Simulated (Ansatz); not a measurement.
## Mn$_{3}$IrN: how the free axis answers a strain

Mn$_{3}$IrN, Pm-3m, a = 3.713 Å. The structure is a COD entry; whether it is the stable form wasn't checked. Ansatz: PBEsol, PAW, 420 eV, Γ-centred 10×10×10 mesh on 5 atoms, Gaussian smearing 0.10 eV; no spin polarisation. Series: biaxial strain in the a-b plane, c and atoms relaxed; x is the strain in per cent. y is the change of c in per cent of 3.713 Å.

| x (%) | y (%) |
| --- | --- |
| -4.5 | 3.02 |
| -3.0 | 1.94 |
| -1.5 | 0.93 |
| 0.0 | 0.00 |
| 1.5 | ? |
| 3.0 | -1.61 |
| 4.5 | -2.31 |

Fit y = c1 x + c2 x² to the other rows, say what c1 measures, and predict the missing y.

Least squares on the rows shown. y = −0.5921 x + 0.01767 x². With no stress along c, c1 = −2C12/C11 = -0.592. At x = 1.5 the fit asked for gives -0.85 %. The run gave -0.84 %, so the fit is 0.01 % too low, a small miss on the scale of the series.

Spin polarisation was left out, and a magnetic state may lie lower. Spin–orbit coupling is left out, which can shift energies with elements as heavy as these.

Cost: 7 runs of about 3.9 core-minutes in all, on Intel Xeon 6975P-C (Granite Rapids) (shared hosts).